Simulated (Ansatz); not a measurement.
Here is the system:

Ge:
Space group I4/mmm (No. 139); a = b = 6.9474 Å, c = 4.0119 Å, α = β = γ = 90.00°

```json
[
 {"atom": "Ge", "site": "8h", "symmetry": "m.2m", "x": "0.1787", "y": "0.1787", "z": "0.0000"}
]
```
(The calculation used a cell of 4 atoms; values per cell refer to that cell.)

This is the PBEsol-relaxed structure.

Question: All from DFT-PBEsol in the program Ansatz with PAW potentials, unless another level is named. Estimate the electronic character.

Answer: metallic (no gap).

Question: Next, the density of states at the Fermi level?

Answer: 0.04 states/eV per atom (mean over ±0.08 eV).

Question: And the gap with spin–orbit coupling?

Answer: none (metallic).

The start of the workflow was typed in or built on a structure type; neither database checked (COD, Materials Project) lists it. It is not the phase usual at ambient conditions (space group No. 227). The PBEsol relaxation kept the symmetry of its start; of distortions, only those at the zone centre were tested. The volume moved by 28 % from the start of the relaxation. Spin–orbit coupling is left out wherever it is not named.

Potentials: the later of the program's two PAW sets.
